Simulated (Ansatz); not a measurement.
A relaxed structure of TaAs is spoiled in several ways and relaxed again each time (noise and exchanges are one random draw each; squeezed and stretched starts keep its symmetry, which their runs cannot lower; pressure is positive under compression). Calculation: r2SCAN (plane waves to 500 eV, PAW, scalar-relativistic; Ansatz, a quantum-chemistry and plane-wave program).

```cif
data_As4Ta4
_chemical_formula_sum 'Ta4 As4'
_space_group_name_H-M_alt 'I41md'
_space_group_IT_number 109
_space_group_name_Hall 'I 4bw -2'
_cell_length_a 3.44190
_cell_length_b 3.44190
_cell_length_c 11.71227
_cell_angle_alpha 90.000
_cell_angle_beta 90.000
_cell_angle_gamma 90.000
loop_
_atom_site_label
_atom_site_type_symbol
_atom_site_symmetry_multiplicity
_atom_site_Wyckoff_symbol
_atom_site_fract_x
_atom_site_fract_y
_atom_site_fract_z
_atom_site_occupancy
Ta1 Ta 4 a 0.00000 0.00000 0.74928 1
As1 As 4 a 0.00000 0.00000 0.16672 1
```
(The calculation used a cell of 4 atoms; values per cell refer to that cell.)

**Question.** One start gave a first pressure of -8 GPa, a largest first force of 1.9 eV/Å and released 0.67 eV/atom. Which change was it?
A) deformed by the Cartesian strain tensor (xx, yy, zz, yz, xz, xy) = (0.100, 0.011, 0.063, 0.021, 0.030, -0.133)
B) with every coordinate shifted by Gaussian noise of σ = 0.2 Å
C) squeezed uniformly to 80 % of its volume
D) doubled along one cell vector, shaken by Gaussian noise of σ = 0.08 Å a coordinate

**Answer.** A, deformed by the Cartesian strain tensor (xx, yy, zz, yz, xz, xy) = (0.100, 0.011, 0.063, 0.021, 0.030, -0.133). All starts:

```csv
change,first pressure (GPa),largest first force (eV/Å),released (eV/atom),moves,outcome,final group,E − E(parent) (eV/atom)
"deformed by the Cartesian strain tensor (xx, yy, zz, yz, xz, xy) = (0.100, 0.011, 0.063, 0.021, 0.030, -0.133)",-8,1.9,0.67,10,returns to the parent,I4₁md,0.00
with every coordinate shifted by Gaussian noise of σ = 0.2 Å,19,8.6,0.71,7,returns to the parent,I4₁md,0.00
squeezed uniformly to 80 % of its volume,68,0.2,0.61,10,returns to the parent,I4₁md,0.00
"doubled along one cell vector, shaken by Gaussian noise of σ = 0.08 Å a coordinate",4,3.4,0.13,6,returns to the parent,I4₁md,0.00
```

First-step values come from each run's starting, coarser k-mesh (7×7×10, 7×7×9, 10×10×10, 7×4×9). The runs use different k-meshes, so differences are rounded accordingly. No spin polarisation in the result.
